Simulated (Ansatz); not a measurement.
The start is a generated cell, Rh built in the AFLOW prototype A_oC4_63_c (A20). The cell and all atomic positions are relaxed at zero pressure with r2SCAN (plane waves to 500 eV, PAW, scalar-relativistic; Ansatz, a program for electronic structure). First-step values are on the input's coarse k-mesh.

Ansatz input (later rounds restart from its end on a renewed k-mesh):
Ansatz 0.2 input:
```yaml
crystal:
  lattice:
    - [1.2423173, -2.5632949, 0]
    - [1.2423173, 2.5632949, 0]
    - [0, 0, 4.3078414]
  atoms:
    - { symbol: Rh, position: [0.89772, 0.10228, 0.25] }
    - { symbol: Rh, position: [0.10228, 0.89772, 0.75] }
basis: { ecutwfc: 500, ecutrho_ratio: 4, xc_grid: 4, fft_grid_basis: typed }
kpoints: { mp_grid: { grid: [14, 14, 8] } }
hamiltonian:
  xc: r2scan
  dispersion: none
  pseudopotentials: { azcp: { folder: ./paw }, kind: paw }
scf: { occupations: { method: fermi_dirac, width: 0.05 } }
relax: { f_tol: 0.01, max_steps: 100, cell: { stress_tol: 0.02 } }
output: { forces: true, stress: true }
```

| Item | Value |
|---|---|
| Initial pressure | +16.2 GPa (positive: the cell is compressed) |
| Largest initial force | 1.42 eV/Å, on Rh1, Rh2 (atoms numbered as listed) |
| Outcome | The space group goes from Cmcm (No. 63) to P6₃/mmc (No. 194); the end is hcp (Mg type), with 2 atoms in the primitive cell |
| Energy released | 0.41 eV/atom |
| Volume change | +0.4 %, from 13.72 to 13.77 Å³/atom |
| Band gap at the end | zero (metallic) |
| Optimiser moves | 8 |

Final structure:

Space group P6₃/mmc (No. 194); a = b = 2.7021 Å, c = 4.3549 Å, α = β = 90.00°, γ = 120.00°

```
atom  site  symmetry       x       y       z
----  ----  --------  ------  ------  ------
Rh      2c      -6m2  0.3333  0.6667  0.2500
```

Final values are on a 20×20×11 k-mesh of the relaxed cell. No spin polarisation in the result.

The run could not lose the symmetry of its start, so the end can be a saddle point.

The relaxed structure here is a generated cell of Rh: the first start was made by placing the elements on the sites of a structure type, and the end was not matched to a known phase here, so it may be hypothetical. Known forms of Rh include space group No. 225.
